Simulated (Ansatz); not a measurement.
Energy over volume and axial ratio for BeTe (zinc blende)

BeTe (zinc blende), conventional cell a = b = c = 5.657 Å, α = β = γ = 90.00°. The calculation uses the primitive cell of 2 atoms, to which meshes and values per cell refer.

Grid over V/V₀ and (c/a)/(c/a)₀, subscript 0 meaning the relaxed cell; the conventional c axis lies along z; no internal relaxation.

Computed with r2SCAN (plane waves to 500 eV, PAW, scalar-relativistic; Ansatz, an electronic-structure program). k mesh 10×10×10 (Γ-centred), Fermi-Dirac smearing 0.05 eV. The energy includes the smearing's −TS. Stress and pressure are positive under compression. BeTe was relaxed with its symmetry unable to fall. Spin-orbit coupling is left out, though Te is heavy. ΔE is measured from the relaxed starting cell.

ΔE (eV/atom), with V/V₀ across and (c/a)/(c/a)₀ down:

```tsv
(c/a)/(c/a)₀ \ V/V₀	0.920	0.960	1.000	1.040	1.080
0.920	0.0488	0.0255	0.0186	0.0250	0.0425
0.960	0.0354	0.0118	0.0047	0.0110	0.0283
1.000	0.0308	0.0072	0.0000	0.0063	0.0235
1.040	0.0355	0.0119	0.0048	0.0111	0.0284
1.080	0.0499	0.0264	0.0192	0.0255	0.0428
```

P (GPa), with V/V₀ across and (c/a)/(c/a)₀ down:

| (c/a)/(c/a)₀ \ V/V₀ | 0.920 | 0.960 | 1.000 | 1.040 | 1.080 |
|---|---|---|---|---|---|
| 0.920 | 5.77 | 2.58 | -0.04 | -2.18 | -3.94 |
| 0.960 | 5.82 | 2.62 | 0.00 | -2.15 | -3.92 |
| 1.000 | 5.83 | 2.63 | 0.00 | -2.15 | -3.92 |
| 1.040 | 5.82 | 2.62 | 0.00 | -2.15 | -3.92 |
| 1.080 | 5.81 | 2.62 | 0.00 | -2.15 | -3.92 |

Read from the data:

The shear modulus C′ = (C11 − C12)/2 (fit, atoms clamped) is 32 GPa. Lowest place on the grid: V/V₀ = 1.000, (c/a)/(c/a)₀ = 1.000 (0.0 meV/atom). Highest place on the grid: V/V₀ = 0.920, (c/a)/(c/a)₀ = 1.080 (49.9 meV/atom).

The 25 points together took around 5 core-minutes (rough).

(A scan under strain: stresses follow from slopes of the energy per volume, elastic moduli from its curvatures.)
